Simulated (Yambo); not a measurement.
Yambo run on HgS (space group P3_221, No. 154). The wavefunctions are PBEsol (Quantum ESPRESSO, PseudoDojo norm-conserving, 66 Ry, scalar-relativistic) ones on a 3×3×1 mesh (39 occupied bands); a = 4.161 Å, b = 4.161 Å, c = 9.505 Å, α = 90.00°, β = 90.00°, γ = 120.00°.

Yambo input:

```
rim_cut
gw0
dyson
el_el_corr
HF_and_locXC
ppa
em1d
RandQpts= 1000000
RandGvec= 1 Ry
EXXRLvcs= 66 Ry
VXCRLvcs= 264 Ry
Chimod= "HARTREE"
% BndsRnXp
 13 | 315 |
%
NGsBlkXp= 8 Ry
% LongDrXp
 1.0 | 1.0 | 1.0 |
%
PPAPntXp= 27.2114 eV
% GbndRnge
 1 | 120 |
%
GTermKind= "none"
DysSolver= "n"
ExtendOut
% QPkrange
 1 | 1 | 39 | 40 |
%
```

k points by index: 1 = Γ.

The o-*.qp file then holds:

```
#    K-point    Band    Eo [eV]    E [eV]    E-Eo [eV]    Vxc [eV]    Vnlxc [eV]    Sc|Eo [eV]    Sc|E [eV]    dSc/dw|Eo [eV]    Re(Z)    Im(Z)
#
    1    39    0.000000    -0.185315    -0.185315    -14.75626    -17.67911    2.687475    2.737533    -7.346660    0.787409    -0.001360
    1    40    1.238544    1.920689    0.682146    -14.93294    -11.88478    -2.196299    -2.366010    -6.769233    0.800789    -0.001269
```
(The two width columns are left out.) Convergence of these settings isn't established.

Spin-orbit coupling is not included.

Geometry relaxed with PBE+D3(BJ).
